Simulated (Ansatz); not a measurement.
SrO:
```
SrO
1.0
    0.00000     2.53217     2.53217
    2.53217     0.00000     2.53217
    2.53217     2.53217     0.00000
Sr O
1 1
Direct
  0.00000   0.00000   0.00000
  0.50000   0.50000   0.50000
```

Relaxed with LDA.

### Question
Decompose the optical modes at the zone centre into irreducible representations, and say which are infrared and Raman allowed.

### Answer
Point group m-3m: Γ_opt = T1u. Infrared: T1u. Raman: none.

### Question
Assign frequencies (DFPT, LDA in the plane-wave PAW code Ansatz; without the LO–TO term).

### Answer
T1u 216 cm⁻¹.

Space group Fm-3m (rock salt). The LDA relaxation kept the symmetry of its start; phonons on a q-mesh show no instability.

Potentials: the later of the program's two PAW sets.
